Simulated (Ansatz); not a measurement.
RuSi (FeSi type, space group P2_13)

Space group P2₁3 (No. 198); a = b = c = 4.705 Å, α = β = γ = 90.00°

| atom | site | symmetry | x | y | z |
|---|---|---|---|---|---|
| Ru | 4a | .3. | 0.1294 | 0.1294 | 0.1294 |
| Si | 4a | .3. | 0.8376 | 0.8376 | 0.8376 |

E(V) scan at fixed shape, V₀ the volume above. The atoms relax within the cell's symmetry.

Calculation: r2SCAN (plane waves to 500 eV, PAW, scalar-relativistic; Ansatz, a program for electronic structure). k mesh 10×10×10 (Γ-centred), Fermi-Dirac smearing 0.05 eV. Stress and pressure are positive under compression. RuSi is run without spin polarisation. RuSi was relaxed with its symmetry unable to fall. 

```
a (Å)   P (GPa)
------  -------
4.4391     61.4
4.4948     43.9
4.5491     29.5
4.6021     17.6
4.6540      [?]
4.7047      0.0
4.7544     -6.4
4.8030    -11.6
4.8507    -15.8
4.8975    -19.2
4.9433      [?]
```

Question: Fill in the missing entries.

Answer: 
- 4.6540, P (GPa): 7.9
- 4.9433, P (GPa): -21.8

(Under strain, the slope of the energy per volume gives the stress and its curvature an elastic modulus.)
